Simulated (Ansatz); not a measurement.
P:
```
CELL_PARAMETERS angstrom
     -3.04769     3.04769     3.04769
      3.04769    -3.04769     3.04769
      3.04769     3.04769    -3.04769
ATOMIC_POSITIONS crystal
  P  0.00000 0.25000 0.50000
  P  0.25000 0.50000 0.00000
  P  0.50000 0.00000 0.25000
  P  0.25000 0.25000 0.25000
```

Relaxed with PBE. Special points in fractions of this cell's reciprocal vectors: Γ (0.000, 0.000, 0.000); H (0.500, -0.500, 0.500); N (0.000, 0.000, 0.500); P (0.250, 0.250, 0.250).

Q: List the band energies nearest the Fermi level at these points for PBE in the plane-wave PAW code Ansatz.

A: In eV from the Fermi level; about four levels below and three above (degenerate sets whole), none deeper than 8.9 eV; points with the same levels are listed once.

```tsv
k	below	above
Γ	-5.76 -5.76 -2.60 -2.60 -2.60	1.68 1.79 1.79 1.79
H	-1.05 -0.77 -0.77 -0.77	1.97 1.97 1.97
N	-1.93 -1.47 -0.31 -0.05	1.92 3.09 4.29
P	-2.68 -2.68 -1.05 -1.05	1.81 1.81 2.97 2.97
```

Space group I4_132. The start of the workflow was typed in or built on a structure type; neither database checked (COD, Materials Project) lists it. It is not the phase usual at ambient conditions (space group No. 64). Symmetry was held in the PBE relaxation; whether a distortion lowers the energy is not shown. The volume moved by 35 % from the start of the relaxation.

Potentials: the later of the program's two PAW sets.
